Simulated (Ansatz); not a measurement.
## Slab of bcc Nb (111), 5 layers

The slab is cut from the bcc crystal, the stable phase, as relaxed on PAW files (17.15 Å³/atom), with 16 Å of vacuum and a dipole correction:

```yaml
crystal:
  lattice:
    - [4.59469, 0.00000, 0.00000]
    - [-2.29734, 3.97912, 0.00000]
    - [0.00000, 0.00000, 19.75150]
  atoms:
    - { symbol: Nb, position: [0.83333, 0.16667, 0.40503] }
    - { symbol: Nb, position: [0.16667, 0.83333, 0.45252] }
    - { symbol: Nb, position: [0.50000, 0.50000, 0.50000] }
    - { symbol: Nb, position: [0.83333, 0.16667, 0.54748] }
    - { symbol: Nb, position: [0.16667, 0.83333, 0.59497] }
```

All numbers are LDA results (scalar-relativistic) from Ansatz 0.2.0, with a Γ-centred 8×8×1 k mesh, Fermi–Dirac smearing of 0.1 eV, no spin polarisation. Methods: LAPW: all electrons, basis error target 1 meV/atom; PAW: frozen-core files, cutoff 420 eV.

The bulk energy comes from a cell in the slab's orientation on a 8×8×12 mesh. The surface energy is (E(slab) − N·E(bulk))/2A at zero smearing, the mean of both faces; thin slabs carry quantum-size effects.

The PAW files were made under PBE. The cell is 1×1, so reconstructions are forbidden, and in slabs of four or five layers the relaxations can be far larger than at a real surface.

**Question.** As cut, the LAPW slab lies 7.026 eV above 5 atoms of bulk. What surface energy is that?

**Answer.** Over two faces of 18.28 Å² it is 192.2 meV/Å², and times 16.02 J/m² per eV/Å² that gives γ = 3.079 J/m².

```
method  γ as cut (J/m²)  γ relaxed (J/m²)  Φ as cut (eV)  Φ relaxed (eV)
  LAPW            3.079             2.756           3.74            3.97
   PAW            3.077             2.755           3.74            3.97
```

**Question.** How do the spacings between the planes relax?

**Answer.** From the bottom face up: d12 -16.7 % of 0.938 Å, d23 -8.5 % of 0.938 Å, d34 -8.5 % of 0.938 Å, d45 -16.7 % of 0.938 Å.

**Question.** What changes if the images along the normal are cut off in place of the dipole correction?

**Answer.** LAPW then gives: no gap, work function 3.97 eV; PAW: no gap, work function 3.97 eV.

**Question.** What changes if the vacuum is set to 13 Å?

**Answer.** LAPW then gives: no gap, work function 3.97 eV; PAW: no gap, work function 3.97 eV. The program warns that the vacuum is too thin.

**Question.** A 3d core hole is made on one atom of each kind in every 1×1 cell (PAW hole dataset, neutral cell, valence without spin). What does it cost by layer?

**Answer.** layer 1 201.62 eV, layer 2 201.24 eV, layer 3 201.84 eV. Shifts between layers mean more than the absolute values, and a whole layer of holes screens otherwise than one hole.
